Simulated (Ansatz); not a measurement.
SiGe in space group P-6m2 (No. 187; Ge on 1a, Si on 1f) under volume change, r²SCAN in the plane-wave PAW code Ansatz, shape and atoms relaxed at each volume.

```csv
V (Å³/atom),E − E(relaxed) (meV/atom),P (GPa)
16.443,41.5,8.98
16.985,17.4,5.38
17.527,4.2,2.54
18.070,0.0,0.00
18.612,3.8,-2.16
19.154,14.4,-3.76
19.696,29.0,-5.22
```

What does a third-order Birch–Murnaghan fit give for V₀, B₀ and B′?

V₀ = 18.07 Å³/atom, B₀ = 75.2 GPa, B′ = 5.0.

The cell is a constructed one: a structure type filled with these elements; neither database checked (COD, Materials Project) lists it. Its standing as an ambient phase is unchecked. The cell was relaxed with r²SCAN under the symmetry of its start; whether a distortion lowers the energy is not shown.

Potentials: the earlier of the program's two PAW sets.
